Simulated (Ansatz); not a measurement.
**Ga₂O₃ — 17O NMR of the central transition**

Cell: a Materials Project structure (computed, not necessarily an observed phase), ions relaxed with PBE at fixed cell.

Space group R-3c:H (No. 167); a = 4.9974, c = 13.4506 Å, γ = 120.00°.

```csv
site,Wyckoff,site symmetry,x,y,z
Ga,12c,3.,0.0000,0.0000,0.3559
O,18e,.2,0.3333,0.3635,0.9167
```

One atom of each set is listed; the run and its k-mesh use a cell of 10 atoms with edges of 5.33, 5.33, 5.33 Å.

Method: Kohn–Sham DFT in Ansatz, r2SCAN, plane waves and PAW, scalar-relativistic, 500 eV cutoff, Γ-centred 7×7×7 k-points, Fermi–Dirac smearing 0.01 eV.

17O has I = 5/2 and Q = -25.58 mb (Pyykkö 2018); at 23.5 T its Larmor frequency is ν₀ = 135.7 MHz. Only the quadrupole interaction is simulated: positions count from each site's isotropic chemical shift, and J coupling is left out, as are shift anisotropy and dipolar coupling, which fast spinning averages.

Simulated pattern of one O site (fast magic-angle spinning, Gaussian broadening 0.06 kHz):

offset (kHz), height and a bar:
```
   -1.262          0 
   -1.219          2 #
   -1.177          7 ##
   -1.135          9 ###
   -1.093          9 ###
   -1.050         10 ###
   -1.008         16 #####
   -0.966         24 #######
   -0.924         27 ########
   -0.881         29 #########
   -0.839         31 #########
   -0.797         34 ##########
   -0.755         38 ###########
   -0.712         45 ##############
   -0.670         75 #######################
   -0.628        100 ##############################
   -0.586         84 #########################
   -0.543         76 #######################
   -0.501         76 #######################
   -0.459         85 ##########################
   -0.417         93 ############################
   -0.375         77 #######################
   -0.332         64 ###################
   -0.290         56 #################
   -0.248         51 ###############
   -0.206         47 ##############
   -0.163         44 #############
   -0.121         41 ############
   -0.079         38 ###########
   -0.037         25 ########
    0.006          5 ##
    0.048          0
```

Problem. Which |C_Q| and η does the pattern imply?

Solution. The pattern spans 1.18 kHz before broadening and its centre of gravity is at -0.508 kHz, which fixes P_Q; the places of the horns and steps fix η. That gives P_Q = 3.39 MHz, |C_Q| = 3.20 MHz and η = 0.61. The sign of C_Q can't be read from the pattern.

The run took 36 s of wall time (36 s of CPU time) and 0.74 GiB at its peak, on 1 thread of Arm Neoverse V2 (aarch64; 8 cores open to the job, memory cap 3.0 GiB, no GPU), a shared host with a load of 0.3 a core.
